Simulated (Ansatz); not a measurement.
CH3OH on a (001) slab of Ru (P6_3/mmc (No. 194)), 4 planes, outer planes Ru (top) and Ru (bottom), 1 a cell of 25.2 Å², relaxed and still whole (its atoms last):

```xyz
22
Lattice="5.3952 0.0000 0.0000 -2.6976 4.6724 0.0000 0.0000 0.0000 26.2171" Properties=species:S:1:pos:R:3 pbc="T T T"
Ru    1.3488    0.7787    8.0000
Ru    0.0000    3.1149    8.0000
Ru    4.0464    0.7787    8.0000
Ru    2.6976    3.1149    8.0000
Ru    0.0000    1.5575   10.1329
Ru   -1.3488    3.8936   10.1329
Ru    2.6976    1.5575   10.1329
Ru    1.3488    3.8936   10.1329
Ru    1.3539    0.7795   12.2866
Ru    0.0048    3.1188   12.2825
Ru    4.0434    0.7759   12.2840
Ru    2.6940    3.1164   12.2534
Ru    0.0072    1.5639   14.3841
Ru   -1.3507    3.8882   14.3293
Ru    2.6922    1.5660   14.3340
Ru    1.3468    3.8834   14.3386
C     0.7915    0.7983   17.4710
O    -0.2284    1.4577   16.6954
H     0.4598    0.7053   18.5161
H     1.6854    1.4294   17.4093
H     1.0310   -0.1943   17.0542
H    -0.9848    0.8372   16.5578
```

The calculation used DFT PBE+D3(BJ), scalar-relativistic, plane waves, PAW in Ansatz 0.2.0. Cutoff 420 eV; k points 4×4×1 on the computed 22-atom cell (Γ-centred); Gaussian smearing, width 0.10 eV; no spin polarisation. The cell repeats along c with a dipole correction in the vacuum.

It binds with 0.75 eV a molecule against the clean slab and the free molecule (no zero-point or thermal terms); its shortest contact is O–Ru 2.33 Å. Take first-order desorption with no barrier to adsorption, no reaction on the face and an assumed prefactor of 10^13 s⁻¹.

Question: How long does a molecule stay at 400 K?

Answer: τ = ν⁻¹·exp(E/k_BT) with k_BT = 0.0345 eV: E/k_BT = 21.8, so τ ≈ 3×10^-4 s. At about one hit a site a second (10⁻⁶ mbar) the coverage is near τ × 1 s⁻¹, so a layer needs roughly 4×10^-3 mbar.

Question: Where does its peak lie in a desorption experiment heated at 2 K/s?

Answer: The peak obeys E/(k_B·T_p²) = (ν/β)·exp(−E/k_BT_p). Solving gives T_p ≈ 277 K (E/k_BT_p = 31.4). An error of 0.1 eV in E moves it by about 37 K, and larger molecules have larger prefactors, which lowers it.

Question: Is this physisorption or chemisorption?

Answer: The tightest contact, O–Ru 2.33 Å, is 1.10 times the sum of covalent radii, and deformation and lateral interaction add up to -0.03 eV. This is chemisorption.

The molecule may also break up before it leaves, which wasn't tried.

Spin polarisation was left out, and a magnetic state may lie lower.